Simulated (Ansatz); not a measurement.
Al₂Ru (MoSi2 or CaC2 type, space group No. 139) under volume change, plane-wave PAW LDA (Ansatz code), shape and atoms relaxed at each volume.

```csv
V (Å³/atom),E − E(relaxed) (meV/atom),P (GPa)
12.163,75.0,21.74
12.564,31.5,13.29
12.964,7.4,6.10
13.365,0.0,0.00
13.766,6.7,-5.18
14.167,25.3,-9.56
14.568,53.9,-13.26
```

### Question
What does a third-order Birch–Murnaghan fit give for V₀, B₀ and B′?

### Answer
V₀ = 13.37 Å³/atom, B₀ = 187 GPa, B′ = 4.5.

Space group I4/mmm (MoSi2 or CaC2 type). The first step of the workflow began from a Materials Project structure, measured or hypothetical; the Crystallography Open Database copy checked does not list it. With Al and Ru taken as one species the cell has the higher symmetry I4/mmm, so it may be an ordered model of a mixed-site phase. Its standing as an ambient phase is unchecked. Symmetry was held in the LDA relaxation; of distortions, only those at the zone centre were tested. The run is not spin-polarised.

Potentials: the later of the program's two PAW sets.
